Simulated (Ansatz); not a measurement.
## Ti, first-principles data

Ti:
```yaml
crystal:
  lattice:
    - [4.45100, 0.00000, 0.00000]
    - [-2.22550, 3.85468, 0.00000]
    - [0.00000, 0.00000, 2.77045]
  atoms:
    - { symbol: Ti, position: [0.00000, 0.00000, 0.00000] }
    - { symbol: Ti, position: [0.33333, 0.66667, 0.50000] }
    - { symbol: Ti, position: [0.66667, 0.33333, 0.50000] }
```

Space group P6/mmm (No. 191); conventional cell a = b = 4.451 Å, c = 2.770 Å, α = β = 90.00°, γ = 120.00°.

Method: DFT-LDA in the program Ansatz with PAW potentials. Structure relaxed to zero pressure with the same functional. Other levels are named where they apply.

Cell and energy:

- Volume per atom: 15.84 Å³
- Density: 5.02 g/cm³

Electronic structure:

- Electronic character = metallic (no gap)
- Density of states at the Fermi level = 0.91 states/eV per atom (mean over ±0.08 eV)

Mechanics:

- Bulk modulus (Birch–Murnaghan fit) = 128 GPa
- Pressure derivative B′ = 3.5
- Elastic constants (relaxed ions, GPa) = C11 = 208, C12 = 101, C13 = 66.7, C33 = 264, C44 = 52.2
- Mechanical stability = stable (all eigenvalues of C positive)
- Hill bulk and shear moduli = 128 and 59.6 GPa
- Young's modulus = 155 GPa
- Poisson's ratio = 0.30
- Debye temperature from the elastic constants = 456 K

Phonons:

Highest zone-centre frequency: 223 cm⁻¹
Zone-centre stability: no imaginary mode at Γ

This is a known high-pressure phase of the composition, computed here at zero pressure and temperature. Symmetry was held in the LDA relaxation. No spin polarisation was allowed. As this level gives no gap, shear constants depend on the k-mesh and smearing (Fermi–Dirac, 0.1 eV here). As this level gives no gap, phonon frequencies hold no LO–TO term and depend on the k-mesh and smearing (Fermi–Dirac, 0.1 eV here). Axis ratios of metals converge slowly with the k-mesh, so a and c are less sure than the volume.

Potentials: the earlier of the program's two PAW sets.
